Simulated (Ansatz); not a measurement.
Cu Kα1 powder pattern (kinematic, no thermal factors).
| 2θ (°) | relative intensity | assignment |
| --- | --- | --- |
| 18.00 | 9 | 1 1 1 |
| 20.81 | 5 | 2 0 0 |
| 29.60 | 100 | 2 2 0 |
| 34.86 | 5 | 3 1 1 |
| 36.46 | 2 | 2 2 2 |
| 42.35 | 19 | 4 0 0 |
| 46.37 | 3 | 3 3 1 |
| 47.65 | 2 | 4 2 0 |
| 52.52 | 39 | 4 2 2 |
| 55.98 | 2 | 5 1 1 |
| 61.45 | 12 | 4 4 0 |
| 64.59 | 2 | 5 3 1 |
| 65.62 | 1 | 6 0 0 |
| 69.67 | 17 | 6 2 0 |
| 77.47 | 4 | 4 4 4 |
| 80.33 | 1 | 7 1 1 |
| 85.04 | 20 | 6 4 2 |
| 87.85 | 1 | 7 3 1 |

The pattern is computed from a structure relaxed with DFT PBE, scalar-relativistic, plane waves, PAW in Ansatz 0.2.0. No spin polarisation. Its elements are Ca, La.

Task: Give the structure.

Result: CaLa3.
Space group Fm-3m (No. 225). a = 8.529 Å, b = 8.529 Å, c = 8.529 Å, α = 90.00°, β = 90.00°, γ = 90.00°
```tsv
atom	site	symmetry	x	y	z
Ca	4b	m-3m	0.5000	0.0000	0.0000
La	8c	-43m	0.2500	0.7500	0.7500
La	4a	m-3m	0.0000	0.0000	0.0000
```

A pattern alone doesn't exclude other cells with like lines; this is the one computed.

The structure comes from a generated guess; another structure or a mixture of phases may lie lower.
